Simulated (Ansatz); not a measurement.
The relaxed structure here is a generated cell of NbSi2: the first start was made by placing the elements on the sites of a structure type, and the end was not matched to a known phase here, so it may be hypothetical. Known forms of NbSi2 include space group No. 180.

One stationary structure of NbSi2. These are r2SCAN (plane waves to 500 eV, PAW, scalar-relativistic; Ansatz, a first-principles code) values and carry that method's errors.

```
CELL_PARAMETERS angstrom
     -1.63575     1.63575     4.10585
      1.63575    -1.63575     4.10585
      1.63575     1.63575    -4.10585
ATOMIC_POSITIONS crystal
  Nb 0.00000 0.00000 0.00000
  Si 0.33125 0.33125 0.00000
  Si 0.66875 0.66875 0.00000
```

Question: Determine the symmetry and give the standard cell with its independent sites.

Answer: Space group I4/mmm (No. 139); a = 3.2715 Å, b = 3.2715 Å, c = 8.2117 Å, α = 90.00°, β = 90.00°, γ = 90.00°

```
atom  site  symmetry       x       y       z
----  ----  --------  ------  ------  ------
Nb      2a     4/mmm  0.0000  0.0000  0.0000
Si      4e       4mm  0.0000  0.0000  0.3312
```

This is the AFLOW prototype AB2_tI6_139_a_e (C11_b, as in Si2Mo).

Question: Give the shortest distances between elements (the closest pairs, up to four, under 3.6 Å).

Answer: Si–Si 2.67 Å; Nb–Si 2.70 Å; Nb–Nb 3.27 Å.

```yaml
volume_per_atom: 14.65 Å³
band_gap: no gap (metallic)
```

No spin polarisation in the result. The relaxed primitive cell holds an odd number of electrons. A magnetic state may lie lower.

The run could not lose the symmetry of its start, so the end can be a saddle point.
